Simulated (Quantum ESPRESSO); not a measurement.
# Where does N sit best among As sites?

These are calculations, not measurements. They come from pw.x of Quantum ESPRESSO 7.5, a plane-wave density functional program, with PseudoDojo standard norm-conserving files (v0.5 for PBE, v0.4.1 for LDA and PBEsol). The cells are made up: elements, strain and atom displacements were drawn at random, and nothing was relaxed. There is no spin polarisation, spin-orbit coupling or dispersion term.

The cell has 8 sites of a zincblende or diamond lattice. Sites 1 to 4 hold Ga Al Al Al; sites 5 to 8 hold X X X X. Cell vectors in Å: (5.444, -0.012, -0.007); (-0.012, 5.431, -0.006); (-0.007, -0.006, 5.551). Settings: PBE, cutoff 1143 eV, 4 x 4 x 4 k mesh shifted by half a step, Fermi-Dirac smearing of 0.025 eV.

In each run one of the sites marked X holds N and the others hold As; cell and positions stay the same. E is the free energy of the cell.

| site of the guest | first shell | mean distance (Å) | E above the lowest (eV) | P (GPa) | force on the guest (eV/Å) |
| --- | --- | --- | --- | --- | --- |
| 5 | Al3Ga | 2.348 | 0.000 | 1.20 | 0.367 |
| 6 | Al3Ga | 2.370 | 0.364 | 1.89 | 0.756 |
| 7 | Al3Ga | 2.410 | 0.653 | 2.58 | 0.640 |
| 8 | Al3Ga | 2.365 | 0.242 | 1.68 | 0.387 |

A rerun of one of these cells at 1437 eV and k mesh 6 x 6 x 6 moved values by no more than 0.008 eV in the cell's energy, 0.02 GPa in stress and 0.002 eV/Å in force.

## Reading the table

Site 5 is lowest, by 0.242 eV, over three times the rerun's bound. A straight line of energy against the mean distance has a slope of 10.1 ± 1.7 eV/Å, so the guest costs less on the tighter sites. The positions are random and not relaxed, so the differences hold for this frozen cell and are not site preferences of a real crystal.